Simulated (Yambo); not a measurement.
Yambo run on FeS2 (marcasite, space group Pnnm, No. 58). The wavefunctions are norm-conserving LDA (Quantum ESPRESSO, 90 Ry, without SOC) ones on a 4×2×4 mesh (28 occupied bands); a = 4.426 Å, b = 5.397 Å, c = 3.378 Å, α = β = γ = 90.00°.

Yambo input:

```
rim_cut
HF_and_locXC
RandQpts= 1000000
RandGvec= 1 Ry
EXXRLvcs= 90 Ry
VXCRLvcs= 360 Ry
% QPkrange
 1 | 1 | 28 | 29 |
 3 | 3 | 28 | 29 |
 5 | 5 | 28 | 29 |
 6 | 6 | 28 | 29 |
 15 | 15 | 28 | 29 |
 16 | 16 | 28 | 29 |
 18 | 18 | 28 | 29 |
%
```

k points by index: 1 = Γ, 3 = (0, 0, -0.5), 5 = (0, -0.5, 0.25), 6 = (0, -0.5, -0.5), 15 = (-0.5, 0, -0.5), 16 = (-0.5, -0.5, 0), 18 = (-0.5, -0.5, -0.5).

Resulting energies as the program prints them:

```
#    K-point    Band    Eo [eV]    Ehf [eV]    Vxc [eV]    Vnlxc [eV]
#
    1    28    -0.599850    -2.861243    -25.18700    -27.44840
    1    29    1.191966    4.847252    -13.16066    -9.505377
    3    28    -0.375653    -5.844072    -26.46548    -31.93390
    3    29    1.321882    7.045817    -24.96326    -19.23932
    5    28    0.000000    -4.767591    -25.02775    -29.79534
    5    29    1.268685    6.319007    -22.99046    -17.94014
    6    28    -0.342241    -5.950578    -26.76310    -32.37144
    6    29    0.720899    5.869461    -26.63124    -21.48268
    15    28    -0.295880    -6.162733    -26.95755    -32.82440
    15    29    1.433948    5.857217    -26.33998    -21.91671
    16    28    -0.945984    -4.725065    -25.67740    -29.45648
    16    29    1.294966    5.332305    -25.19519    -21.15785
    18    28    -0.317376    -6.054153    -26.82098    -32.55776
    18    29    1.640859    5.590606    -17.25360    -13.30386
```
Exchange alone, without screening.

Geometry of the Materials Project entry, not relaxed at this level.

This is not the ordinary phase of the substance.

The runs are not spin-polarised; magnetic order was not tried.
